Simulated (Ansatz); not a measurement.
## Data sheet: Mg2ZnP2 (DFT)

Mg2ZnP2:
```
Mg2ZnP2
1.0
    4.01429     0.00000     0.00000
   -2.00714     3.47647     0.00000
    0.00000     0.00000     6.55360
Mg Zn P
2 1 2
Cartesian
  2.00714   1.15882   4.15471
  0.00000   2.31765   6.51115
  0.00000   0.00000   2.36811
  0.00000   0.00000   5.02901
  2.00714   1.15882   1.59780
```

Space group P3m1 (No. 156); conventional cell a = 4.0143 Å, b = 4.0143 Å, c = 6.5536 Å, α = 90.00°, β = 90.00°, γ = 120.00°.

Method: r²SCAN (plane waves, PAW; program Ansatz). Geometry: relaxed at this level of theory. Other levels are named where they apply.

**Cell and energy**

```json
{
  "volume_per_atom": "18.29 Å³",
  "density": "3.19 g/cm³",
  "Formation energy from the elements (no fitted shifts)": "-0.64 eV/atom"
}
```

**Electronic structure**

```json
{
 "band_gap": "1.37 eV (indirect)",
 "valence_band_maximum": "at Γ",
 "conduction_band_minimum": "off the standard path, at k = (0.000, 0.432, 0.346) in fractions of the reciprocal vectors",
 "smallest_direct_gap_on_the_standard_path": "1.90 eV",
 "electron_effective_mass": "0.17, 0.26, 0.57 mₑ (principal values)",
 "hole_effective_mass": "0.12, 1.8, 1.8 mₑ (principal values)",
 "HSE06 gap on the r²SCAN cell": "1.65 eV"
}
```

**Charges**

```json
{
 "bader_charges": "Mg +1.64 to +1.68, Zn +0.54, P -2.21 to -1.64 e"
}
```

The workflow started from a Materials Project entry (that database holds measured and hypothetical structures alike); the Crystallography Open Database copy checked does not list it. With Mg and Zn taken as one species the cell has the higher symmetry P-3m1, so it may be an ordered model of a mixed-site phase. Its standing as an ambient phase is unchecked. The cell was relaxed with r²SCAN under the symmetry of its start; whether a distortion lowers the energy is not shown. The references are the lowest solids computed at this level, not always the standard phases.

Potentials: the later of the program's two PAW sets.
